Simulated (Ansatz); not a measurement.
**Be₃TeF₄ (P1) at 3 levels of theory**

One geometry, relaxed with PBE; plane waves with PAW potentials in Ansatz, scalar-relativistic. No spin polarisation. Gaps are the least over mesh and band path; pressure is positive in compression.

```
Be Te F
1.0
     4.51940    0.00000    0.00000
     1.96293    5.48303    0.00000
     1.99720    0.92903    5.67571
Be Te F
3 1 4
Direct
  0.13990 0.63768 0.16198
  0.89516 0.01725 0.45157
  0.60517 0.90783 0.96952
  0.38970 0.19058 0.26739
  0.84451 0.67085 0.07109
  0.76598 0.02591 0.71724
  0.33694 0.80144 0.96303
  0.02264 0.74845 0.39818
```

```
 level  cutoff (eV)  k mesh  gap (eV)  pressure (GPa)
   PBE          420   6×4×4      3.92             0.0
r2SCAN          500   6×4×4      4.39            -1.7
PBEsol          420   6×4×4      3.90            -1.5
```

Spin-orbit coupling matters for the bands of heavy elements and is left out.

The structure comes from a generated guess; another structure or a mixture of phases may lie lower.
